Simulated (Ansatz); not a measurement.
Elements on the sites of an ideal hcp lattice, at a guessed lattice constant:

```yaml
crystal:
  lattice:
    - [4.65264, 2.68620, 0.00000]
    - [0.00000, 5.37241, 4.96282]
    - [4.65264, -2.68620, 4.96282]
  atoms:
    - { symbol: Zr, position: [0.04167, 0.29167, 0.95833] }
    - { symbol: Zr, position: [0.04167, 0.95833, 0.29167] }
    - { symbol: Zr, position: [0.95833, 0.04167, 0.70833] }
    - { symbol: Zr, position: [0.45833, 0.54167, 0.20833] }
    - { symbol: Zr, position: [0.45833, 0.87500, 0.87500] }
    - { symbol: Nb, position: [0.95833, 0.37500, 0.37500] }
    - { symbol: Nb, position: [0.45833, 0.20833, 0.54167] }
    - { symbol: Mo, position: [0.04167, 0.62500, 0.62500] }
    - { symbol: Mo, position: [0.54167, 0.45833, 0.79167] }
    - { symbol: Hf, position: [0.54167, 0.12500, 0.12500] }
    - { symbol: Hf, position: [0.95833, 0.70833, 0.04167] }
    - { symbol: Ta, position: [0.54167, 0.79167, 0.45833] }
```

Cell and atoms were relaxed without symmetry on coarser meshes and computed once more. Theory: DFT r2SCAN, scalar-relativistic, plane waves, PAW in Ansatz 0.2.0.

Plane waves to 500 eV, a k mesh through Γ of 4×4×5 on the computed 12-atom cell and Gaussian smearing (0.10 eV); no spin polarisation.

The relaxation ran on 3×2×2 (shifted) k points with a smearing of 0.1 eV, from sites shaken by 0.02 Å.

Task: What does the relaxation give?

Result: A volume of 20.15 Å³/atom and no gap on the mesh. The atoms leave their sites by 0.44 Å (root mean square) and 0.60 Å at most, and the cell stretches by up to 8.5 % at fixed volume.

```yaml
crystal:
  lattice:
    - [4.61902, 3.10575, 0.07887]
    - [0.47772, 5.52977, 4.86336]
    - [4.36295, -2.51653, 5.04237]
  atoms:
    - { symbol: Zr, position: [0.97637, 0.34075, 0.89593] }
    - { symbol: Zr, position: [0.00717, 0.99632, 0.27005] }
    - { symbol: Zr, position: [0.99029, 0.99427, 0.72210] }
    - { symbol: Zr, position: [0.50558, 0.50895, 0.27127] }
    - { symbol: Zr, position: [0.50361, 0.81575, 0.89086] }
    - { symbol: Nb, position: [0.99941, 0.35361, 0.44089] }
    - { symbol: Nb, position: [0.48619, 0.17393, 0.58375] }
    - { symbol: Mo, position: [0.00593, 0.66072, 0.58190] }
    - { symbol: Mo, position: [0.48634, 0.49597, 0.73120] }
    - { symbol: Hf, position: [0.49008, 0.17459, 0.08349] }
    - { symbol: Hf, position: [0.01119, 0.65770, 0.08273] }
    - { symbol: Ta, position: [0.53844, 0.82648, 0.44044] }
```

The final mesh leaves forces up to 0.15 eV/Å and stresses up to 1.0 GPa: the relaxation ran on a coarser mesh, so the cell's shape, its bonds and its energy belong partly to that mesh.

The k mesh is coarse. Spin-orbit coupling is left out, which matters for the bands of heavy elements.

Cost: 2 runs of about 33 core-minutes in all (earlier runs that led there not counted), on AMD EPYC 7R43 (Zen 3) (shared hosts).